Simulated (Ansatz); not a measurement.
Relaxed-ion elastic tensor of As (bcc (W type), Im-3m) in GPa (Voigt order), PBE in the plane-wave PAW code Ansatz; density 6.51 g/cm³, 19.10 Å³ per atom.

```
 114  63.6  63.6   0.0   0.0   0.0
63.6   114  63.6   0.0   0.0   0.0
63.6  63.6   114   0.0   0.0   0.0
 0.0   0.0   0.0  17.1   0.0   0.0
 0.0   0.0   0.0   0.0  17.1   0.0
 0.0   0.0   0.0   0.0   0.0  17.1
```

Is the crystal mechanically stable?

Yes: the smallest eigenvalue of C is 17.1 GPa.

Work out the Voigt, Reuss and Hill averages.

K_V = 80.3, K_R = 80.3, K_H = 80.3; G_V = 20.3, G_R = 19.6, G_H = 19.9 GPa.

Give Young's modulus, Poisson's ratio, Pugh's ratio and the universal anisotropy index.

E = 9KG/(3K + G) = 55.2 GPa; ν = 0.39; K/G = 4.03 (ductile by the Pugh limit of 1.75); A_U = 5G_V/G_R + K_V/K_R − 6 = 0.17.

Estimate the sound speeds and the Debye temperature.

v_l = √((K + 4G/3)/ρ) = 4050 m/s, v_t = √(G/ρ) = 1750 m/s, mean 1980 m/s; Θ = (h/k)(3n/4πV)^(1/3) v_m = 220 K.

Give the Zener ratio and Young's modulus along [100], [110] and [111].

A = 2C44/(C11 − C12) = 0.69; 1/E = S11 − 2(S11 − S12 − S44/2)Γ with Γ = 0, 1/4, 1/3 gives 67.9, 51.8, 48.0 GPa.

Solve the Christoffel equation for the three sound speeds along [100], [110], [111].

Eigenvalues of C_ijkl n_j n_l equal ρv². In km/s, slowest first: [100] 1.62, 1.62, 4.18; [110] 1.62, 1.96, 4.03; [111] 1.85, 1.85, 3.98.

The cell is a constructed one: a structure type filled with these elements; neither database checked (COD, Materials Project) lists it. It is not the phase usual at ambient conditions (space group No. 166). The PBE relaxation kept the symmetry of its start; its stability against distortions is not shown here. As this level gives no gap, shear constants depend on the k-mesh and smearing (Fermi–Dirac, 0.1 eV here).

Potentials: the later of the program's two PAW sets.
